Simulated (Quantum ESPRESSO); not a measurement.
# Where does O sit best among S sites?

The results below are calculated, not measured. They come from pw.x of Quantum ESPRESSO 7.5, a plane-wave density functional program, with PseudoDojo standard norm-conserving files (v0.5 for PBE, v0.4.1 for LDA and PBEsol). The cells are made up: elements, strain and atom displacements were drawn at random, and nothing was relaxed. There is no spin polarisation, spin-orbit coupling or dispersion term.

The cell has 8 sites of a zincblende or diamond lattice. Sites 1 to 4 hold Mg Mg Mg Mg; sites 5 to 8 hold X X X X. Cell vectors in Å: (6.119, -0.009, 0.003); (-0.009, 6.015, 0.031); (0.003, 0.031, 6.090). Settings: PBE, cutoff 1143 eV, 4 x 4 x 4 k mesh shifted by half a step, Fermi-Dirac smearing of 0.025 eV.

In each run one of the sites marked X holds O and the others hold S; cell and positions stay the same. E is the free energy of the cell.

| site of the guest | first shell | mean distance (Å) | E above the lowest (eV) | P (GPa) | force on the guest (eV/Å) |
| --- | --- | --- | --- | --- | --- |
| 5 | Mg4 | 2.601 | 0.000 | -10.01 | 0.080 |
| 6 | Mg4 | 2.666 | 0.247 | -9.57 | 0.109 |
| 7 | Mg4 | 2.649 | 0.187 | -9.68 | 0.131 |
| 8 | Mg4 | 2.608 | 0.028 | -9.96 | 0.227 |

A rerun of one of these cells at 1437 eV and k mesh 6 x 6 x 6 moved values by no more than 0.002 eV in the cell's energy, 0.02 GPa in stress and 0.009 eV/Å in force.

## Reading the table

Site 5 is lowest, by 0.028 eV, over three times the rerun's bound. A straight line of energy against the mean distance has a slope of 3.8 ± 0.1 eV/Å, so the guest costs less on the tighter sites. The positions are random and not relaxed, so the differences hold for this frozen cell and are not site preferences of a real crystal.